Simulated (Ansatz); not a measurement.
A 5-atom cell of MgIn2N2 (R-3m) from a materials database, relaxed with r2SCAN, was run in Ansatz 0.2.0 under altered settings. All numbers are computed, without spin polarisation but where a row says otherwise.

```yaml
crystal:
  lattice:
    - [1.65261, 0.95413, 7.69350]
    - [-1.65261, 0.95413, 7.69350]
    - [0.00000, -1.90827, 7.69350]
  atoms:
    - { symbol: Mg, position: [0.00000, 0.00000, 0.00000] }
    - { symbol: In, position: [0.43915, 0.43915, 0.43915] }
    - { symbol: In, position: [0.56085, 0.56085, 0.56085] }
    - { symbol: N, position: [0.27686, 0.27686, 0.27686] }
    - { symbol: N, position: [0.72314, 0.72314, 0.72314] }
```

The base run's other keys:
```yaml
kpoints:
  mp_grid: { grid: [4, 4, 4] }
hamiltonian:
  xc: hse06
scf:
  occupations: { method: fixed }
  n_extra_bands: 5
```

It takes 18 iterations with 1441 plane waves at 420 eV and 13 k points, and leaves a mean stress of -1.13 GPa. The gap over this mesh is 1.118 eV. It ran on 4 threads of Intel(R) Xeon(R) Processor @ 2.50GHz (Skylake/Cascade Lake), with other jobs on the host.

Outcomes, with energy and stress as changes against the base:
```tsv
setting	outcome	ΔF (meV/atom)	Δ mean stress (GPa)	gap on the mesh (eV)	iterations	wall time
PBE hybrid, exx coeff 0.1, omega 0.5 1/Å	converged	–	+3.2	0.443	16	42 s
basis.xc_grid: 3	converged	0.0	0.0	1.118	18	44 s
```
A dash marks a value that wasn't obtained or can't be compared. Stress is positive in compression. The base took 40 s.

- PBE hybrid, exx coeff 0.1, omega 0.5 1/Å. That is 10 % exact exchange, screened with ω = 0.5 1/Å, against HSE06's 25 % screened at 0.208 1/Å. The mean stress moves by +3.2 GPa and the gap on the mesh by -0.674 eV (to 0.443). Totals of different functionals aren't comparable.

Within 1 meV an atom, 0.1 GPa and 0.005 eV of the base stay: basis.xc_grid: 3.

No spin-orbit coupling is included; it can move band edges with weight on the heavy atoms by tenths of an eV.

The program warns that its thresholds are loose for a hybrid's stress.
